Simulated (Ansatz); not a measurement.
Si:
Space group Ia-3 (No. 206); a = b = c = 6.6473 Å, α = β = γ = 90.00°

```csv
atom,site,symmetry,x,y,z
Si,16c,.3.,0.1007,0.1007,0.1007
```
(The calculation used a cell of 8 atoms; values per cell refer to that cell.)

Relaxed with r²SCAN.

### Question
Which orbitals make up the states near the Fermi level in r²SCAN (plane waves, PAW; program Ansatz)?

### Answer
Within 0.5 eV of the Fermi level: Si 3p 77 %, Si 3s 16 %, outside the projected shells 6 %. Projections are on Löwdin-orthogonalised atomic valence shells; empty p or d shells of many metals are not among them.

### Question
Tabulate the density of states.

### Answer
States/eV per cell of 8 atoms, in 0.25 eV bins, energy from the Fermi level.

```tsv
E (eV)	total	Si 3p	Si 3s
-7.85	2.22	1.02	1.19
-7.60	2.31	1.13	1.17
-7.35	2.45	1.27	1.17
-7.10	2.45	1.34	1.09
-6.85	1.89	1.06	0.82
-6.60	2.91	1.78	1.11
-6.35	1.98	1.18	0.78
-6.10	1.66	1.00	0.65
-5.85	1.50	0.92	0.56
-5.60	1.97	1.33	0.63
-5.35	2.78	2.25	0.51
-5.10	3.35	2.64	0.68
-4.85	2.67	2.15	0.50
-4.60	2.63	2.23	0.38
-4.35	2.55	2.20	0.33
-4.10	3.64	3.14	0.47
-3.85	3.64	3.15	0.45
-3.60	3.93	3.47	0.42
-3.35	3.90	3.46	0.39
-3.10	3.98	3.59	0.34
-2.85	4.76	4.32	0.37
-2.60	5.82	5.40	0.34
-2.35	6.68	6.33	0.25
-2.10	4.99	4.73	0.18
-1.85	3.57	3.36	0.14
-1.60	3.36	3.15	0.14
-1.35	3.01	2.84	0.10
-1.10	2.36	2.25	0.07
-0.85	1.36	1.29	0.04
-0.60	0.90	0.84	0.03
-0.35	0.54	0.52	0.01
-0.10	0.28	0.26	0.00
0.15	0.36	0.29	0.05
0.40	1.95	1.33	0.46
0.65	2.41	1.54	0.63
0.90	2.20	1.33	0.62
1.15	3.17	1.85	0.95
1.40	2.92	1.72	0.83
1.65	4.59	2.74	1.19
1.90	3.95	2.47	0.88
2.15	3.82	2.37	0.76
2.40	3.61	2.21	0.67
2.65	4.98	3.09	0.78
2.90	5.17	3.15	0.81
3.15	5.19	3.22	0.75
3.40	5.23	3.29	0.68
3.65	5.12	3.26	0.59
3.90	4.17	2.61	0.47
4.15	3.76	2.34	0.42
4.40	4.31	2.62	0.51
4.65	4.34	2.58	0.53
```

The workflow started from an entry of the Crystallography Open Database (COD), which files this formula under 3 space groups. It is not the phase usual at ambient conditions (space group No. 227). Symmetry was held in the r²SCAN relaxation; of distortions, only those at the zone centre were tested.

Potentials: the earlier of the program's two PAW sets.
